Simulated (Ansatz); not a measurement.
Data:

Si2H2O3:
```
Si2H2O3
1.0
    4.46596     2.57842     4.95418
   -4.46596     2.57842     4.95418
    0.00000    -5.15685     4.95418
Si H O
8 8 12
Direct
  0.77220   0.67244   0.23707
  0.22780   0.32756   0.76293
  0.23707   0.77220   0.67244
  0.76293   0.22780   0.32756
  0.67244   0.23707   0.77220
  0.32756   0.76293   0.22780
  0.68186   0.68186   0.68186
  0.31814   0.31814   0.31814
  0.91809   0.76666   0.09409
  0.08191   0.23334   0.90591
  0.09409   0.91809   0.76666
  0.90591   0.08191   0.23334
  0.76666   0.09409   0.91809
  0.23334   0.90591   0.08191
  0.77978   0.77978   0.77978
  0.22022   0.22022   0.22022
  0.27198   0.55168   0.24016
  0.72802   0.44832   0.75984
  0.24016   0.27198   0.55168
  0.75984   0.72802   0.44832
  0.55168   0.24016   0.27198
  0.44832   0.75984   0.72802
  0.25270   0.83079   0.43797
  0.74730   0.16921   0.56203
  0.43797   0.25270   0.83079
  0.56203   0.74730   0.16921
  0.83079   0.43797   0.25270
  0.16921   0.56203   0.74730
```

This is the r²SCAN+D4-relaxed structure.

Task: All from plane-wave PAW r²SCAN+D4 (Ansatz code), unless another level is named. Predict the hole effective mass.

Result: 5.8, 5.8, 6.4 mₑ (principal values).

Task: Give the formation energy from the elements (no fitted shifts).

Result: -1.90 eV/atom.

Task: Give the weight of the conduction-edge state by species (Voronoi cells).

Result: O 64 %, H 19 %, Si 17 %.

Task: And the weight of the valence-edge state by species (Voronoi cells)?

Result: O 93 %, H 4 %, Si 3 %.

Space group R-3. The workflow started from a Materials Project entry (that database holds measured and hypothetical structures alike); the Crystallography Open Database files this formula in space group No. 148, but the cells were not matched. Whether it is the stable phase at ambient conditions was not checked. The r²SCAN+D4 relaxation kept the symmetry of its start; whether a distortion lowers the energy is not shown. The references are the lowest solids computed at this level, not always the standard phases (solids in place of the gases).

Potentials: the later of the program's two PAW sets.

Edges and masses are those of Kohn–Sham bands, whose gap is no quasiparticle gap.
